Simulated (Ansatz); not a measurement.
## TaW₃, first-principles data

TaW₃ (Cu3Au type, space group No. 221), a = 4.0422 Å, b = 4.0422 Å, c = 4.0422 Å, α = 90.00°, β = 90.00°, γ = 90.00°.

Space group Pm-3m (No. 221), Cu3Au type; conventional cell a = b = c = 4.0422 Å, α = β = γ = 90.00°.

Method: PBEsol (plane waves, PAW; program Ansatz). Structure relaxed to zero pressure with the same functional. Other levels are named where they apply.

### Cell and energy

| Item | Result |
|---|---|
| Volume per atom | 16.51 Å³ |
| Density | 18.41 g/cm³ |
| Formation energy from the elements (no fitted shifts) | 0.47 eV/atom |

### Electronic structure

| Item | Value |
|---|---|
| Electronic character | metallic (no gap) |
| Density of states at the Fermi level | 1.4 states/eV per atom (mean over ±0.08 eV) |
| Gap with spin–orbit coupling | none (metallic) |

### Mechanics

| Property | Result |
|---|---|
| Bulk modulus (Birch–Murnaghan fit) | 271 GPa |
| Pressure derivative B′ | 3.9 |
| Elastic constants (relaxed ions, GPa) | C11 = 0.4, C12 = 408, C44 = -149 |
| Mechanical stability | unstable (C has a negative eigenvalue) |

### Phonons

| Property | Value |
|---|---|
| Highest zone-centre frequency | 198 cm⁻¹ |
| Zone-centre stability | no imaginary mode at Γ |

The cell is a constructed one: a structure type filled with these elements; neither database checked (COD, Materials Project) lists it. Its standing as an ambient phase is unchecked. The PBEsol relaxation kept the symmetry of its start. The run is not spin-polarised. As this level gives no gap, shear constants depend on the k-mesh and smearing (Fermi–Dirac, 0.1 eV here). As this level gives no gap, phonon frequencies hold no LO–TO term and depend on the k-mesh and smearing (Fermi–Dirac, 0.1 eV here). The references are the lowest solids computed at this level, not always the standard phases. Spin–orbit coupling is left out wherever it is not named.

Potentials: the earlier of the program's two PAW sets. The files were generated under PBE; for other functionals the program regenerates the frozen cores, and for LDA and PBEsol the local potential too.
